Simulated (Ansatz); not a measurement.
## Computed properties of HfO₂

HfO2:
```
CELL_PARAMETERS angstrom
      4.83851     0.00000     0.00000
      0.00000     4.83851     0.00000
      0.00000     0.00000     3.22052
ATOMIC_POSITIONS crystal
  Hf 0.00000 0.00000 0.00000
  Hf 0.50000 0.50000 0.50000
  O  0.19492 0.80508 0.50000
  O  0.80508 0.19492 0.50000
  O  0.69492 0.69492 0.00000
  O  0.30508 0.30508 0.00000
```

Space group P4_2/mnm (No. 136), rutile; conventional cell a = 4.8385 Å, b = 4.8385 Å, c = 3.2205 Å, α = 90.00°, β = 90.00°, γ = 90.00°.

Method: plane-wave PAW r²SCAN (Ansatz code). Structure relaxed to zero pressure with the same functional. Other levels are named where they apply.

Cell and energy:

- Volume per atom: 12.57 Å³
- Density: 9.27 g/cm³
- Formation energy from the elements (no fitted shifts): -3.73 eV/atom

Electronic structure:

- Band gap: 4.53 eV (direct)
- Valence-band maximum: at Γ
- Conduction-band minimum: at Γ
- Electron effective mass: 0.64, 0.84, 0.84 mₑ (principal values)
- Electron effective mass with spin–orbit coupling: 0.67, 0.84, 0.84 mₑ (principal values)
- Hole effective mass: 2.0, 2.0, 2.3 mₑ (principal values)
- Hole effective mass with spin–orbit coupling: 2.0, 2.0, 2.3 mₑ (principal values)
- HSE06 gap on the r²SCAN cell: 5.64 eV
- Gap with spin–orbit coupling: 4.52 eV

Mechanics:

- Bulk modulus (Birch–Murnaghan fit): 222 GPa
- Pressure derivative B′: 4.4
- Elastic constants (relaxed ions, GPa): C11 = 285, C12 = 200, C13 = 154, C33 = 488, C44 = 109, C66 = 219
- Mechanical stability: stable (all eigenvalues of C positive)
- Hill bulk and shear moduli: 227 and 109 GPa
- Young's modulus: 281 GPa
- Poisson's ratio: 0.29
- Debye temperature from the elastic constants: 489 K

Dielectric response:

- Electronic dielectric constant ε∞ (DFPT): 4.19 (xx = yy), 4.72 (zz)
- Static dielectric constant ε0 (ions relaxed, cell fixed): 25.2 (xx = yy), 29.1 (zz)
- Born charges (a third of the trace): Hf +5.57, O -2.78 e

Phonons:

Highest zone-centre frequency (without LO–TO term): 801 cm⁻¹
Zone-centre stability: no imaginary mode at Γ

Charges:

* **Bader charges**: Hf +2.75, O -1.38 e

The first step of the workflow began from a Materials Project structure, measured or hypothetical; the Crystallography Open Database copy checked does not list it. It is not the phase usual at ambient conditions (space group No. 14, 29). The r²SCAN relaxation kept the symmetry of its start. No spin polarisation was allowed. The references are the lowest solids computed at this level, not always the standard phases (solids in place of the gases). Spin–orbit coupling is left out wherever it is not named.

Potentials: the earlier of the program's two PAW sets.
